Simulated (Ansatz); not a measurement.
One crystal and one scan (energy against volume) at two levels, PBE (plane waves to 420 eV, PAW, scalar-relativistic; Ansatz, a first-principles code) and r2SCAN (plane waves to 500 eV, PAW, scalar-relativistic; Ansatz), each from its own relaxed cell and on its own mesh. The cell shown is that of PBE.

GaN (zinc blende)

```yaml
crystal:
  lattice:
    - [0.00000, 2.27425, 2.27425]
    - [2.27425, 0.00000, 2.27425]
    - [2.27425, 2.27425, 0.00000]
  atoms:
    - { symbol: N, position: [0.75000, 0.75000, 0.75000] }
    - { symbol: Ga, position: [0.00000, 0.00000, 0.00000] }
```

This relaxed cell (volume V₀) is scaled evenly in all directions, its shape held. Symmetry pins the atoms to their sites.

Energies are smeared free energies. GaN was relaxed with its symmetry unable to fall. Both scans cover V/V₀ from 0.900 to 1.100.

ΔE (meV/atom), each from the relaxed starting cell of its own level:

```csv
V/V₀,PBE,r2SCAN
0.900,76.4,84.0
0.917,51.3,56.5
0.933,31.8,35.0
0.950,17.3,19.1
0.967,7.5,8.2
0.983,1.8,2.0
1.000,0.0,0.0
1.017,1.7,1.9
1.033,6.6,7.3
1.050,14.4,withheld
1.067,24.9,27.7
1.083,37.9,42.0
1.100,53.0,58.9
```

Estimate the r2SCAN value at 1.050 from the PBE value there and the ratio of the two levels in the two nearest given rows on that side of the minimum.

At 1.033 and 1.067 the ratio r2SCAN/PBE averages 1.109, which gives 1.109 × 14.4 = 16.0 meV/atom. The calculation gives 16.0 meV/atom, +11.1 % against PBE.

(Under strain, the slope of the energy per volume gives the stress and its curvature an elastic modulus.)
